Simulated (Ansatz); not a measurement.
Run on In (sc type): DFT, PBEsol, all-electron LAPW, scalar-relativistic (Ansatz 0.2.0).

The cell comes from a relaxation on PAW files under the same functional, begun from a prototype that needn't be the stable phase.

Command: `ansatz run input.yaml --threads 1 --pin off --max-ram 2048MiB --backend cpu --events-out ev --progress --plain --runs-dir out` It took 17 s on 1 thread of Arm Neoverse N1, with other jobs on the host, peak memory 0.3 GiB.

```yaml
crystal:
  lattice:
    - [3.0122200346, 0.0, 0.0]
    - [0.0, 3.0122200346, 0.0]
    - [0.0, 0.0, 3.0122200346]
  atoms:
    - { symbol: In, position: [0.0, 0.0, 0.0] }
kpoints:
  mp_grid: { grid: [14, 14, 14] }
  band_path:
    path:
      - [0.0, 0.0, 0.0]
      - [0.0, 0.5, 0.0]
      - [0.5, 0.5, 0.0]
      - [0.0, 0.0, 0.0]
      - [0.5, 0.5, 0.5]
      - [0.0, 0.5, 0.0]
      - [0.5, 0.5, 0.5]
      - [0.5, 0.5, 0.0]
    npoints: 14
scf:
  occupations: { method: fermi_dirac, width: 0.05 }
hamiltonian:
  xc: pbesol
  pseudopotentials: { kind: all_electron, lapw: { basis_error: 0.001 } }
output:
  forces: true
  stress: true
  eigenvalues: true
  populations: true
  dos: { projected: true, de: 0.2, e_range: [-14, 8] }
```

Output:

```
In: projections on atomic orbitals take those of the free atom 1s2 2s2 2p6 3s2 3p6 3d10 4s2 4p6 4d10 5s2 5p1, of charge +0.00 (hamiltonian.pseudopotentials.projection_atoms)
LAPW: plane waves up to 7.540 Å⁻¹, error target 1.0e-3 eV per atom; small_component_spin mean_spin; In in spheres of 1.506 Å, 21 of its electrons in bands, Dirac shells [] (how accurate: hamiltonian.pseudopotentials.lapw.basis_error, Limitations)
Engine: ansatz 0.2.0
Pseudopotentials: kind: all_electron
Pseudopotential: In, LAPW, valence charge 21, lapw/all_electron/scalar/gaussian/In, Koelling and Harmon's equation, gaussian nucleus
Functional definition: PBEsol
  exchange = pbesol_x
  correlation = pbesol_c
Crystal: 1 atoms, lattice volume = 27.331 Å³
Basis set: ecut = 216.6018232551576 eV, 203 PW (Γ), exchange–correlation at level 2
Bands: 15, of which v1, the nominal top of the filled ones, is band 11 counted from 1 (10 counted from 0)
Symmetry: 48 space group operations
Space group: Pm-3m (ITA 221), of the structure as read, at distance tolerance 3.0e-5 Å
k-points: 120 of 2744
Non-local potential: In, projectors of the file, none
Initial density: superposition of atomic densities (chi_scale 0.1, normalization cell)
Initial wavefunctions: plane waves of lowest kinetic energy (no species holds an atomic orbital)
Functional: x = pbesol(κ = 0.804, μ = 0.12345679012345678), c = pbesol(β = 0.046)
iter 1 solved again at ethr=4.83e-5 eV; its pass at ethr=1.00e-1 eV (dr2=1.01e-2 eV) is discarded
SCF iter   1: F=—  HF=-159973.498217 eV  |F-HF|=—  |Δ(HF+E_count)|=         —  Δρ=7.66e-3  dr2=1.02e-2  ethr=4.83e-5  ⟨swp⟩=3.4  Hψ=12946  notcnv=0
preconditioner: auto → none  [metal: Δε(μ)=0.028 eV  Ē_g=19.402 eV  σ=0.050 eV  W_gap=0.14  n_scr=6 (ndim 8)  ℏωp=25.6 eV  f_vac=0.002  D(μ)=0.57/eV (n_scr^D=0)  sad-step TF]
SCF iter   2: F=—  HF=-159973.465774 eV  |F-HF|=—  |Δ(HF+E_count)|=   3.24e-2  Δρ=4.15e-3  dr2=3.01e-3  ethr=4.83e-5  ⟨swp⟩=2.0  Hψ=5515  notcnv=0
SCF iter   3: F=—  HF=-159973.464070 eV  |F-HF|=—  |Δ(HF+E_count)|=   1.70e-3  Δρ=2.07e-3  dr2=7.20e-4  ethr=1.43e-5  ⟨swp⟩=2.0  Hψ=4995  notcnv=0  defer=1
iter 4 solved again at ethr=6.89e-8 eV; its pass at ethr=3.43e-6 eV (dr2=1.45e-5 eV) is discarded
SCF iter   4: F=—  HF=-159973.464083 eV  |F-HF|=—  |Δ(HF+E_count)|=   1.27e-5  Δρ=2.79e-4  dr2=1.45e-5  ethr=6.89e-8  ⟨swp⟩=2.2  Hψ=8610  notcnv=0
SCF iter   5: F=-159973.464091 eV  HF=-159973.464091 eV  |F-HF|=3.11e-8  |Δ(HF+E_count)|=   7.88e-6  Δρ=1.55e-5  dr2=4.91e-8  ethr=6.89e-8  ⟨swp⟩=2.0  Hψ=4997  notcnv=0
SCF 1 converged in 5 iterations: F = -159973.464091 eV  dr2 = 4.91e-8
NSCF: frozen V_eff on 99 k-points
SCF converged after 5 iterations
Free energy (F): -159973.464091 eV
Harris-Foulkes:  -159973.464091 eV  (|F-HF|=3.11e-8)
Internal energy: -159973.459536 eV  (E = F + TS)
E sigma→0 (E₀):  -159973.461813 eV
Entropy (-TS):   -0.004555 eV (-4.555 meV/atom)
Fermi energy:    12.435722 eV
--- Per-component energies (eV) ---
  E_band       = -567.482256
  E_kinetic    = 167897.831140
  E_xc         = -4279.410290
  E_electrostatic = -323591.880385  (all electrons and nuclei)
  E_smearing   = -0.004555  (= −TS)
  E_closure    = 0.000000  (closes the sum)
  E_atoms      = -159970.595489  (free atoms, spherical and without spin; not in F)
  Σ components = -159973.464091   (vs F -159973.464091, Δ=0.00e0)
  Basis errors (estimates in eV, not in F): energy 3.2e-4 per atom: plane waves 3.2e-4 (1.7e-4 summed), levels above the bands 1.5e-66, relativity 1.7e-8, radial functions 2.9e-6, core shells 1.4e-8; eigenvalues (radial functions only) 3.2e-6; not estimated: angular momenta, meshes, grids; target (lapw.basis_error) 1.0e-3; muffin-tin radii In 1.506 Å
--- Forces (eV/Å), atoms counted from 1 ---
  atom   1  In     0.00000000     0.00000000     0.00000000
  max |Σ_I F_I| component: 5.62e-35 eV/Å
--- Stress (GPa, compression-positive) ---
        0.019738       0.000000       0.000000
        0.000000       0.019738       0.000000
        0.000000       0.000000       0.019738
  P = ⅓ Tr σ = 0.0197 GPa (0.197 kbar)
--- Band table (eV; the first three rows and the last of 120) ---
  k-point 0: bands = ["-102.8046", "-61.3148", "-61.3148", "-61.3148", "-2.5198", "-2.5198", "-1.7217", "-1.7217", "-1.7217", "3.1528", "19.9159", "19.9159", "19.9159", "23.1956", "23.1956"]
  k-point 1: bands = ["-102.8046", "-61.3156", "-61.3147", "-61.3147", "-2.5172", "-2.4922", "-1.7328", "-1.7328", "-1.7208", "3.2419", "18.7581", "20.0203", "20.0203", "23.2452", "23.7775"]
  k-point 2: bands = ["-102.8045", "-61.3181", "-61.3146", "-61.3146", "-2.5099", "-2.4155", "-1.7639", "-1.7639", "-1.7181", "3.5112", "16.7968", "20.3273", "20.3273", "23.3944", "24.0730"]
  k-point 119: bands = ["-102.8019", "-61.3296", "-61.3296", "-61.3296", "-2.2281", "-2.2281", "-2.2281", "-1.4817", "-1.4817", "14.6024", "14.6024", "14.6024", "15.6656", "19.7631", "19.7631"]
--- Löwdin populations: 1 site ---
  site symbol       q [e]
     0     In     48.9900
  spilling = 0.000205 (of n_electrons = 49.000000)
```

populations.tsv:

```
# site	symbol	l	j	q
# orbitals = lowdin
# n_electrons = 49.000000
# spilling = 0.000205
# projection_atom_In: 1s2 2s2 2p6 3s2 3p6 3d10 4s2 4p6 4d10 5s2 5p1
0	In	0_1S	-	1.999998
0	In	0_2S	-	1.999901
0	In	0_3S	-	1.998464
0	In	0_4S	-	1.979404
0	In	0_5S	-	1.224667
0	In	1_2P	-	5.999999
0	In	1_3P	-	5.999917
0	In	1_4P	-	5.991141
0	In	1_5P	-	1.817419
0	In	2_3D	-	9.999996
0	In	2_4D	-	9.979054
```

Next run (volume at 0.95 of the series' base cell), as changes to the input before:

```diff
   lattice:
-    - [3.0122200346, 0.0, 0.0]
-    - [0.0, 3.0122200346, 0.0]
-    - [0.0, 0.0, 3.0122200346]
+    - [2.9611555928, 0.0, 0.0]
+    - [0.0, 2.9611555928, 0.0]
+    - [0.0, 0.0, 2.9611555928]
   atoms:
   mp_grid: { grid: [14, 14, 14] }
-  band_path:
-    path:
-      - [0.0, 0.0, 0.0]
-      - [0.0, 0.5, 0.0]
-      - [0.5, 0.5, 0.0]
-      - [0.0, 0.0, 0.0]
-      - [0.5, 0.5, 0.5]
-      - [0.0, 0.5, 0.0]
-      - [0.5, 0.5, 0.5]
-      - [0.5, 0.5, 0.0]
-    npoints: 14
 scf:
   populations: true
-  dos: { projected: true, de: 0.2, e_range: [-14, 8] }
```

Command: `ansatz run input.yaml --threads 1 --pin off --max-ram 2048MiB --backend cpu --events-out ev --progress --plain --runs-dir out` It took 13 s on 1 thread of Arm Neoverse N1, with other jobs on the host, peak memory 0.29 GiB.

Results part of the output:

```
SCF 1 converged in 5 iterations: F = -159973.454316 eV  dr2 = 5.10e-8
SCF converged after 5 iterations
Free energy (F): -159973.454316 eV
Harris-Foulkes:  -159973.454316 eV  (|F-HF|=2.84e-8)
Internal energy: -159973.449884 eV  (E = F + TS)
E sigma→0 (E₀):  -159973.452100 eV
Entropy (-TS):   -0.004431 eV (-4.431 meV/atom)
Fermi energy:    13.286020 eV
--- Per-component energies (eV) ---
  E_band       = -550.462499
  E_kinetic    = 167898.948988
  E_xc         = -4279.754900
  E_electrostatic = -323592.643972  (all electrons and nuclei)
  E_smearing   = -0.004431  (= −TS)
  E_closure    = 0.000000  (closes the sum)
  E_atoms      = -159970.595489  (free atoms, spherical and without spin; not in F)
  Σ components = -159973.454316   (vs F -159973.454316, Δ=0.00e0)
  Basis errors (estimates in eV, not in F): energy 3.2e-4 per atom: plane waves 3.2e-4 (1.7e-4 summed), levels above the bands 9.7e-68, relativity 1.6e-8, radial functions 3.2e-6, core shells 2.4e-8; eigenvalues (radial functions only) 3.3e-6; not estimated: angular momenta, meshes, grids; target (lapw.basis_error) 1.0e-3; muffin-tin radii In 1.481 Å
--- Forces (eV/Å), atoms counted from 1 ---
  atom   1  In    -0.00000000     0.00000000     0.00000000
  max |Σ_I F_I| component: 2.00e-32 eV/Å
--- Stress (GPa, compression-positive) ---
        2.385411      -0.000000      -0.000000
       -0.000000       2.385411       0.000000
       -0.000000       0.000000       2.385411
  P = ⅓ Tr σ = 2.3854 GPa (23.854 kbar)
--- Band table (eV; the first three rows and the last of 120) ---
  k-point 0: bands = ["-101.9783", "-60.4866", "-60.4866", "-60.4866", "-1.7739", "-1.7739", "-0.8677", "-0.8677", "-0.8677", "3.6816", "21.0374", "21.0374", "21.0374", "24.4027", "24.4027"]
  k-point 1: bands = ["-101.9783", "-60.4877", "-60.4865", "-60.4865", "-1.7709", "-1.7431", "-0.8805", "-0.8805", "-0.8667", "3.7746", "19.8444", "21.1479", "21.1479", "24.4498", "25.0199"]
  k-point 2: bands = ["-101.9781", "-60.4908", "-60.4863", "-60.4863", "-1.7624", "-1.6576", "-0.9161", "-0.9161", "-0.8636", "4.0560", "17.8195", "21.4729", "21.4729", "24.5916", "25.3391"]
  k-point 119: bands = ["-101.9747", "-60.5053", "-60.5053", "-60.5053", "-1.4497", "-1.4497", "-1.4497", "-0.5980", "-0.5980", "15.5493", "15.5493", "15.5493", "17.0980", "20.7312", "20.7963"]
--- Löwdin populations: 1 site ---
  site symbol       q [e]
     0     In     48.9897
  spilling = 0.000210 (of n_electrons = 49.000000)
```

Next run (volume at 0.85 of the series' base cell), as changes to the input before:

```diff
   lattice:
-    - [2.9611555928, 0.0, 0.0]
-    - [0.0, 2.9611555928, 0.0]
-    - [0.0, 0.0, 2.9611555928]
+    - [2.8533803621, 0.0, 0.0]
+    - [0.0, 2.8533803621, 0.0]
+    - [0.0, 0.0, 2.8533803621]
   atoms:
```

Results part of the output:

```
SCF 1 converged in 5 iterations: F = -159973.356183 eV  dr2 = 5.82e-8
SCF converged after 5 iterations
Free energy (F): -159973.356183 eV
Harris-Foulkes:  -159973.356183 eV  (|F-HF|=2.05e-8)
Internal energy: -159973.352024 eV  (E = F + TS)
E sigma→0 (E₀):  -159973.354104 eV
Entropy (-TS):   -0.004159 eV (-4.159 meV/atom)
Fermi energy:    15.323797 eV
--- Per-component energies (eV) ---
  E_band       = -510.877215
  E_kinetic    = 167901.978985
  E_xc         = -4280.588446
  E_electrostatic = -323594.742563  (all electrons and nuclei)
  E_smearing   = -0.004159  (= −TS)
  E_closure    = 0.000000  (closes the sum)
  E_atoms      = -159970.595489  (free atoms, spherical and without spin; not in F)
  Σ components = -159973.356183   (vs F -159973.356183, Δ=0.00e0)
  Basis errors (estimates in eV, not in F): energy 3.2e-4 per atom: plane waves 3.2e-4 (1.7e-4 summed), levels above the bands 3.6e-71, relativity 1.6e-8, radial functions 4.9e-6, core shells 7.6e-8; eigenvalues (radial functions only) 6.1e-6; not estimated: angular momenta, meshes, grids; target (lapw.basis_error) 1.0e-3; muffin-tin radii In 1.427 Å
--- Forces (eV/Å), atoms counted from 1 ---
  atom   1  In     0.00000000    -0.00000000     0.00000000
  max |Σ_I F_I| component: 9.63e-35 eV/Å
--- Stress (GPa, compression-positive) ---
        9.943450       0.000000       0.000000
        0.000000       9.943450      -0.000000
        0.000000      -0.000000       9.943450
  P = ⅓ Tr σ = 9.9435 GPa (99.435 kbar)
--- Band table (eV; the first three rows and the last of 120) ---
  k-point 0: bands = ["-100.0572", "-58.5598", "-58.5598", "-58.5598", "-0.0590", "-0.0590", "1.1252", "1.1252", "1.1252", "4.9310", "23.6408", "23.6408", "23.6408", "27.2382", "27.2382"]
  k-point 1: bands = ["-100.0571", "-58.5616", "-58.5597", "-58.5597", "-0.0548", "-0.0203", "1.1082", "1.1082", "1.1267", "5.0328", "22.3776", "23.7656", "23.7656", "27.2767", "27.9147"]
  k-point 2: bands = ["-100.0568", "-58.5667", "-58.5593", "-58.5593", "-0.0431", "0.0870", "1.0607", "1.0607", "1.1307", "5.3420", "20.2163", "24.1326", "24.1326", "27.3922", "28.2778"]
  k-point 119: bands = ["-100.0505", "-58.5906", "-58.5906", "-58.5906", "0.3443", "0.3443", "0.3443", "1.4703", "1.4703", "17.7828", "17.7828", "17.7828", "20.4938", "22.7299", "23.2311"]
--- Löwdin populations: 1 site ---
  site symbol       q [e]
     0     In     48.9891
  spilling = 0.000223 (of n_electrons = 49.000000)
```

Next run (volume at 0.75 of the series' base cell), as changes to the input before:

```diff
   lattice:
-    - [2.8533803621, 0.0, 0.0]
-    - [0.0, 2.8533803621, 0.0]
-    - [0.0, 0.0, 2.8533803621]
+    - [2.7367835275, 0.0, 0.0]
+    - [0.0, 2.7367835275, 0.0]
+    - [0.0, 0.0, 2.7367835275]
   atoms:
```

Command: `ansatz run input.yaml --threads 1 --pin off --max-ram 2048MiB --backend cpu --events-out ev --progress --plain --runs-dir out` It took 14 s on 1 thread of Arm Neoverse N1, with other jobs on the host, peak memory 0.3 GiB.

Results part of the output:

```
SCF 1 converged in 6 iterations: F = -159973.076740 eV  dr2 = 1.74e-10
SCF converged after 6 iterations
Free energy (F): -159973.076740 eV
Harris-Foulkes:  -159973.076740 eV  (|F-HF|=2.91e-11)
Internal energy: -159973.073006 eV  (E = F + TS)
E sigma→0 (E₀):  -159973.074873 eV
Entropy (-TS):   -0.003734 eV (-3.734 meV/atom)
Fermi energy:    17.916678 eV
--- Per-component energies (eV) ---
  E_band       = -461.422946
  E_kinetic    = 167906.692597
  E_xc         = -4281.693810
  E_electrostatic = -323598.071792  (all electrons and nuclei)
  E_smearing   = -0.003734  (= −TS)
  E_closure    = 0.000000  (closes the sum)
  E_atoms      = -159970.595489  (free atoms, spherical and without spin; not in F)
  Σ components = -159973.076740   (vs F -159973.076740, Δ=0.00e0)
  Basis errors (estimates in eV, not in F): energy 3.3e-4 per atom: plane waves 3.2e-4 (1.7e-4 summed), levels above the bands 1.8e-75, relativity 1.7e-8, radial functions 6.5e-6, core shells 2.6e-7; eigenvalues (radial functions only) 6.4e-6; not estimated: angular momenta, meshes, grids; target (lapw.basis_error) 1.0e-3; muffin-tin radii In 1.368 Å
--- Forces (eV/Å), atoms counted from 1 ---
  atom   1  In     0.00000000    -0.00000000     0.00000000
  max |Σ_I F_I| component: 9.31e-34 eV/Å
--- Stress (GPa, compression-positive) ---
       24.378585      -0.000000       0.000000
       -0.000000      24.378585       0.000000
        0.000000       0.000000      24.378585
  P = ⅓ Tr σ = 24.3786 GPa (243.786 kbar)
--- Band table (eV; the first three rows and the last of 120) ---
  k-point 0: bands = ["-97.6583", "-56.1508", "-56.1508", "-56.1508", "2.0474", "2.0474", "3.6281", "3.6281", "3.6281", "6.5269", "26.8733", "26.8733", "26.8733", "30.8192", "30.8192"]
  k-point 1: bands = ["-97.6581", "-56.1539", "-56.1505", "-56.1505", "2.0532", "2.0969", "3.6047", "3.6047", "3.6301", "6.6396", "25.5437", "27.0163", "27.0163", "30.8403", "31.5356"]
  k-point 2: bands = ["-97.6575", "-56.1627", "-56.1499", "-56.1499", "2.0697", "2.2332", "3.5397", "3.5397", "3.6356", "6.9835", "23.2342", "27.4363", "27.4363", "30.9030", "31.9309"]
  k-point 119: bands = ["-97.6452", "-56.2033", "-56.2033", "-56.2033", "2.5539", "2.5539", "2.5539", "4.0799", "4.0799", "20.6258", "20.6258", "20.6258", "24.8453", "25.1942", "26.3234"]
--- Löwdin populations: 1 site ---
  site symbol       q [e]
     0     In     48.9882
  spilling = 0.000240 (of n_electrons = 49.000000)
```

Next run (volume at 0.65 of the series' base cell), as changes to the input before:

```diff
   lattice:
-    - [2.7367835275, 0.0, 0.0]
-    - [0.0, 2.7367835275, 0.0]
-    - [0.0, 0.0, 2.7367835275]
+    - [2.6093027878, 0.0, 0.0]
+    - [0.0, 2.6093027878, 0.0]
+    - [0.0, 0.0, 2.6093027878]
   atoms:
```

Command: `ansatz run input.yaml --threads 1 --pin off --max-ram 2048MiB --backend cpu --events-out ev --progress --plain --runs-dir out` It took 16 s on 1 thread of Arm Neoverse N1, with other jobs on the host, peak memory 0.32 GiB.

Results part of the output:

```
SCF 1 converged in 6 iterations: F = -159972.446574 eV  dr2 = 1.78e-10
SCF converged after 6 iterations
Free energy (F): -159972.446574 eV
Harris-Foulkes:  -159972.446574 eV  (|F-HF|=2.33e-10)
Internal energy: -159972.442954 eV  (E = F + TS)
E sigma→0 (E₀):  -159972.444764 eV
Entropy (-TS):   -0.003621 eV (-3.621 meV/atom)
Fermi energy:    21.328147 eV
--- Per-component energies (eV) ---
  E_band       = -397.780334
  E_kinetic    = 167914.381791
  E_xc         = -4283.226601
  E_electrostatic = -323603.598144  (all electrons and nuclei)
  E_smearing   = -0.003621  (= −TS)
  E_closure    = 0.000000  (closes the sum)
  E_atoms      = -159970.595489  (free atoms, spherical and without spin; not in F)
  Σ components = -159972.446574   (vs F -159972.446574, Δ=0.00e0)
  Basis errors (estimates in eV, not in F): energy 3.1e-4 per atom: plane waves 3.1e-4 (1.6e-4 summed), levels above the bands 1.6e-81, relativity 2.0e-8, radial functions 7.4e-6, core shells 1.0e-6; eigenvalues (radial functions only) 5.9e-6; not estimated: angular momenta, meshes, grids; target (lapw.basis_error) 1.0e-3; muffin-tin radii In 1.305 Å
--- Forces (eV/Å), atoms counted from 1 ---
  atom   1  In     0.00000000     0.00000000     0.00000000
  max |Σ_I F_I| component: 1.54e-33 eV/Å
--- Stress (GPa, compression-positive) ---
       53.021565       0.000000       0.000000
        0.000000      53.021565       0.000000
        0.000000       0.000000      53.021565
  P = ⅓ Tr σ = 53.0216 GPa (530.216 kbar)
--- Band table (eV; the first three rows and the last of 120) ---
  k-point 0: bands = ["-94.5745", "-53.0471", "-53.0471", "-53.0471", "4.7038", "4.7038", "6.8693", "6.8693", "6.8693", "8.6361", "30.9983", "30.9983", "30.9983", "35.4764", "35.4764"]
  k-point 1: bands = ["-94.5741", "-53.0528", "-53.0467", "-53.0467", "4.7122", "4.7684", "6.8361", "6.8361", "6.8721", "8.7627", "29.6123", "31.1652", "31.1652", "35.4614", "36.2055"]
  k-point 2: bands = ["-94.5728", "-53.0688", "-53.0455", "-53.0455", "4.7359", "4.9446", "6.7442", "6.7442", "6.8799", "9.1516", "27.1454", "31.6541", "31.6541", "35.4169", "36.6091"]
  k-point 119: bands = ["-94.5474", "-53.1414", "-53.1414", "-53.1414", "5.3459", "5.3459", "5.3459", "7.4779", "7.4779", "24.3652", "24.3652", "24.3652", "28.3152", "30.3799", "30.3799"]
--- Löwdin populations: 1 site ---
  site symbol       q [e]
     0     In     48.9869
  spilling = 0.000266 (of n_electrons = 49.000000)
```

Next run (volume at 0.55 of the series' base cell), as changes to the input before:

```diff
   lattice:
-    - [2.6093027878, 0.0, 0.0]
-    - [0.0, 2.6093027878, 0.0]
-    - [0.0, 0.0, 2.6093027878]
+    - [2.467975946, 0.0, 0.0]
+    - [0.0, 2.467975946, 0.0]
+    - [0.0, 0.0, 2.467975946]
   atoms:
```

Command: `ansatz run input.yaml --threads 1 --pin off --max-ram 2048MiB --backend cpu --events-out ev --progress --plain --runs-dir out` It took 20 s on 1 thread of Arm Neoverse N1, on a shared host, peak memory 0.33 GiB.

Results part of the output:

```
SCF 1 converged in 6 iterations: F = -159971.092634 eV  dr2 = 1.59e-10
SCF converged after 6 iterations
Free energy (F): -159971.092634 eV
Harris-Foulkes:  -159971.092634 eV  (|F-HF|=0.00e0)
Internal energy: -159971.088508 eV  (E = F + TS)
E sigma→0 (E₀):  -159971.090571 eV
Entropy (-TS):   -0.004126 eV (-4.126 meV/atom)
Fermi energy:    26.037162 eV
--- Per-component energies (eV) ---
  E_band       = -4343.990190
  E_kinetic    = 167927.469227
  E_xc         = -4285.470670
  E_electrostatic = -323613.087066  (all electrons and nuclei)
  E_smearing   = -0.004126  (= −TS)
  E_closure    = 0.000000  (closes the sum)
  E_atoms      = -159970.595489  (free atoms, spherical and without spin; not in F)
  Σ components = -159971.092634   (vs F -159971.092634, Δ=0.00e0)
  Basis errors (estimates in eV, not in F): energy 3.1e-4 per atom: plane waves 3.0e-4 (1.6e-4 summed), levels above the bands 8.5e-89, relativity 1.9e-8, radial functions 9.6e-6, core shells 8.5e-8; eigenvalues (radial functions only) 6.2e-6; not estimated: angular momenta, meshes, grids; target (lapw.basis_error) 1.0e-3; muffin-tin radii In 1.234 Å
--- Forces (eV/Å), atoms counted from 1 ---
  atom   1  In    -0.00000000    -0.00000000     0.00000000
  max |Σ_I F_I| component: 2.55e-31 eV/Å
--- Stress (GPa, compression-positive) ---
      113.427362       0.000000       0.000000
        0.000000     113.427362       0.000000
        0.000000       0.000000     113.427362
  P = ⅓ Tr σ = 113.4274 GPa (1134.274 kbar)
--- Band table (eV; the first three rows and the last of 120) ---
  k-point 0: bands = ["-403.1438", "-403.1438", "-403.1414", "-403.1414", "-403.1414", "-90.4548", "-48.8845", "-48.8845", "-48.8845", "8.1755", "8.1755", "11.2420", "11.2420", "11.2420", "11.5520", "36.4554", "36.4554", "36.4554", "41.7641", "41.7641"]
  k-point 1: bands = ["-403.1438", "-403.1438", "-403.1414", "-403.1414", "-403.1414", "-90.4538", "-48.8956", "-48.8836", "-48.8836", "8.1880", "8.2621", "11.1928", "11.1928", "11.2461", "11.6974", "35.0313", "36.6553", "36.6553", "41.6688", "42.4685"]
  k-point 2: bands = ["-403.1438", "-403.1438", "-403.1414", "-403.1414", "-403.1414", "-90.4510", "-48.9267", "-48.8812", "-48.8812", "8.2232", "8.4952", "11.0569", "11.0569", "11.2576", "12.1484", "32.4048", "37.2379", "37.2379", "41.3975", "42.8410"]
  k-point 119: bands = ["-403.1438", "-403.1438", "-403.1414", "-403.1414", "-403.1414", "-90.3937", "-49.0645", "-49.0645", "-49.0645", "8.9967", "8.9967", "8.9967", "12.0937", "12.0937", "29.5013", "29.5013", "29.5013", "32.4104", "35.9306", "35.9306"]
--- Löwdin populations: 1 site ---
  site symbol       q [e]
     0     In     48.9846
  spilling = 0.000314 (of n_electrons = 49.000000)
```

The structure type is held throughout; the real material can change phase at far lower pressure.
